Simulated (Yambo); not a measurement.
Yambo run on RhI3 (space group C2/m, No. 12). The wavefunctions come from this Quantum ESPRESSO step (PBEsol, PseudoDojo standard norm-conserving files, scalar-relativistic):

```
&CONTROL
  calculation = 'nscf'
  pseudo_dir = './pseudo'
  outdir = './out'
/
&SYSTEM
  ibrav = 0
  nat = 8
  ntyp = 2
  ecutwfc = 88.0
  ecutrho = 352.0
  occupations = 'fixed'
  force_symmorphic = .true.
  nbnd = 290
/
&ELECTRONS
  conv_thr = 8e-09
  diago_full_acc = .true.
  diago_thr_init = 1e-08
/
ATOMIC_SPECIES
Rh 102.9055 Rh.upf
I 126.9045 I.upf
CELL_PARAMETERS angstrom
  3.384874172000  -5.865553736000   0.001144638000
  3.384874172000   5.865553736000   0.001144638000
 -2.064302575000   0.000000000000   6.372198487000
ATOMIC_POSITIONS crystal
Rh   0.833458252900   0.166541747100   0.000000000000
Rh   0.166541747100   0.833458252900   0.000000000000
I   0.921850749900   0.571185982800   0.235465241000
I   0.078149250100   0.428814017200   0.764534759000
I   0.428814017200   0.078149250100   0.764534759000
I   0.571185982800   0.921850749900   0.235465241000
I   0.221837893400   0.221837893400   0.237880002800
I   0.778162106600   0.778162106600   0.762119997200
K_POINTS automatic
2 2 2 0 0 0
```

Yambo input:

```
rim_cut
gw0
dyson
el_el_corr
HF_and_locXC
ppa
em1d
RandQpts= 1000000
RandGvec= 1 Ry
EXXRLvcs= 88 Ry
VXCRLvcs= 352 Ry
Chimod= "HARTREE"
% BndsRnXp
 9 | 289 |
%
NGsBlkXp= 6 Ry
% LongDrXp
 1.0 | 1.0 | 1.0 |
%
PPAPntXp= 27.2114 eV
% GbndRnge
 1 | 289 |
%
GTermKind= "BG"
DysSolver= "n"
ExtendOut
% QPkrange
 1 | 1 | 38 | 39 |
 2 | 2 | 38 | 39 |
 3 | 3 | 38 | 39 |
 4 | 4 | 38 | 39 |
 5 | 5 | 38 | 39 |
 6 | 6 | 38 | 39 |
%
```

k points by index: 1 = Γ, 2 = (0, 0, -0.5), 3 = (0, -0.5, 0), 4 = (0, -0.5, -0.5), 5 = (-0.5, -0.5, 0), 6 = (-0.5, -0.5, -0.5).

Table of the .qp output:

```
#    K-point    Band    Eo [eV]    E [eV]    E-Eo [eV]    Vxc [eV]    Vnlxc [eV]    Sc|Eo [eV]    Sc|E [eV]    dSc/dw|Eo [eV]    Re(Z)    Im(Z)
#
    1    38    -0.233724    -0.568656    -0.334932    -13.84498    -16.70668    2.431815    2.526764    -7.711178    0.779189    -0.001628
    1    39    0.835828    1.340394    0.504566    -16.09067    -12.61861    -2.821609    -2.967492    -7.865883    0.775752    -0.001691
    2    38    -0.369737    -0.694569    -0.324833    -14.19829    -17.25449    2.637780    2.731363    -7.836196    0.776409    -0.001685
    2    39    0.992837    1.490374    0.497537    -16.03745    -12.57445    -2.821510    -2.965466    -7.871479    0.775628    -0.001751
    3    38    -0.079507    -0.278756    -0.199249    -16.11967    -19.43950    3.061534    3.120585    -8.059024    0.771504    -0.001688
    3    39    0.904871    1.469878    0.565008    -17.10081    -13.64703    -2.722627    -2.888776    -8.000390    0.772788    -0.001724
    4    38    -0.200231    -0.400051    -0.199820    -16.16114    -19.54957    3.128954    3.188615    -8.118833    0.770198    -0.001709
    4    39    1.054255    1.563094    0.508839    -16.52931    -13.17080    -2.701446    -2.849677    -7.925294    0.774440    -0.001828
    5    38    0.000000    -0.186968    -0.186968    -16.42043    -19.83491    3.171857    3.227508    -8.093292    0.770755    -0.001684
    5    39    0.874244    1.353894    0.479650    -15.60576    -12.27751    -2.712028    -2.848600    -7.746320    0.778405    -0.001682
    6    38    -0.210002    -0.392766    -0.182764    -16.74093    -20.37886    3.399758    3.455171    -8.243515    0.767489    -0.001728
    6    39    0.882171    1.411281    0.529110    -16.75100    -13.37867    -2.689053    -2.843221    -7.927145    0.774399    -0.001707
```
(The two width columns are left out.) Convergence of these settings isn't established.

Spin-orbit coupling is not included.

Geometry relaxed with PBE+D3(BJ).

The structure is a Materials Project entry; no match was found in the copy of COD used, and its stability was not checked.
